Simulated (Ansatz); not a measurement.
One crystal and one scan (frozen-phonon scan) at two levels, PBE (plane waves to 420 eV, PAW, scalar-relativistic; Ansatz, an electronic-structure program) and r2SCAN (plane waves to 500 eV, PAW, scalar-relativistic; Ansatz), each from its own relaxed cell and on its own mesh. The cell shown is that of PBE.

ZnSe (zinc blende)

```
CELL_PARAMETERS angstrom
      0.00000     5.73301     5.73301
      2.86650     0.00000     2.86650
      2.86650     2.86650     0.00000
ATOMIC_POSITIONS crystal
  Se 0.37500 0.75000 0.75000
  Se 0.87500 0.75000 0.75000
  Zn 0.00000 0.00000 0.00000
  Zn 0.50000 0.00000 0.00000
```

The atoms are displaced by Q × the pattern below (from a DFPT mode at L = (0.5, 0.0, 0.0), largest move 1; Q in Å), at fixed cell. It is one choice among 2 degenerate patterns. (q is in reciprocal vectors of the primitive cell; the cell shown is doubled to hold the pattern.)

```csv
atom,x,y,z
Se1,0.273,-0.498,0.771
Se2,-0.273,0.498,-0.771
Zn3,0.285,-0.520,0.805
Zn4,-0.285,0.520,-0.805
```

ZnSe was relaxed with its symmetry unable to fall. Percentages come from the unrounded values. Both scans cover Q from -0.280 to 0.280 Å.

```
quantity                                                                                    PBE  r2SCAN     PBE − r2SCAN
----------------------------------------------------------------------------------------  -----  ------  ---------------
Lattice constant a (Å)                                                                    5.733   5.665  +0.068 (+1.2 %)
Band gap of the relaxed cell, no spin-orbit coupling (eV)                                  1.15    1.87    -0.72 (-38 %)
Energy at Q = 0.280 Å (meV/cell)                                                           1848    2048    -200 (-9.8 %)
Harmonic wavenumber from the curvature (finite differences) (cm⁻¹ (negative: imaginary))    195     206       -11 (-5 %)
```

PBE gives the higher value for: lattice constant a. PBE gives the lower value for: band gap of the relaxed cell, no spin-orbit coupling; energy at Q = 0.280 Å; harmonic wavenumber from the curvature. Both give the same space group of the distorted cell: P1 (No. 1), lowered from F-43m. Neither level is exact: the differences show how much the result hangs on the functional.

ΔE (meV/cell), each from the undisplaced structure of its own level:

```csv
Q (Å),PBE,r2SCAN
-0.280,1848,2048
-0.233,1207,1338
-0.187,734,815
-0.140,397,441
-0.093,172,191
-0.047,42,47
0.000,0,0
0.047,42,47
0.093,172,191
0.140,397,441
0.187,734,815
0.233,1207,1338
0.280,1848,2048
```

(A displaced cell: forces are minus the slopes of the energy, force constants its curvatures, and phonons follow from these.)
